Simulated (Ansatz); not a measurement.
Task: Name crystals whose computed values (DFT-PBE in the program Ansatz with PAW potentials) fall in these windows: electron conductivity mass (mₑ) 0.76 to 1.1; B₀ by P(V) fit (GPa) 150 to 180; gap (eV) 4.0 to 5.2.

Result: 

```tsv
crystal	electron conductivity mass (mₑ)	B₀ by P(V) fit (GPa)	gap (eV)
HfO2, P4_2/nmc (Hf on 2a, O on 4d)	0.93	165	4.67
```
Others may fit too.

Not the usual ambient phase: HfO2, P4_2/nmc (Hf on 2a, O on 4d). The cell was relaxed under the symmetry of its start. Rows with no word on spin ran without spin polarisation. Scalar-relativistic: spin–orbit coupling is off unless named, which matters more the heavier the elements.

Potentials: the earlier of the program's two PAW sets.
